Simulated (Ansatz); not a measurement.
PbAu₂:
```
PbAu2
1.0
    0.00000     4.02156     4.02156
    4.02156     0.00000     4.02156
    4.02156     4.02156     0.00000
Pb Au
2 4
Direct
  0.50000   0.50000   0.50000
  0.75000   0.75000   0.75000
  0.12500   0.12500   0.12500
  0.62500   0.12500   0.12500
  0.12500   0.12500   0.62500
  0.12500   0.62500   0.12500
```

This is the r²SCAN-relaxed structure.

Problem. All from the program Ansatz at the r²SCAN level (PAW), unless another level is named. Estimate the formation energy from the elements (no fitted shifts).

Solution. -0.057 eV/atom.

Problem. Give the density of states at the Fermi level.

Solution. 0.10 states/eV per atom (mean over ±0.08 eV).

Space group Fd-3m (cubic Laves (MgCu2 type)). The workflow started from an entry of the Crystallography Open Database (COD). Whether it is the stable phase at ambient conditions was not checked. The cell was relaxed with r²SCAN under the symmetry of its start; its stability against distortions is not shown here. The references are the lowest solids computed at this level, not always the standard phases. Spin–orbit coupling is left out wherever it is not named.

Potentials: the later of the program's two PAW sets.
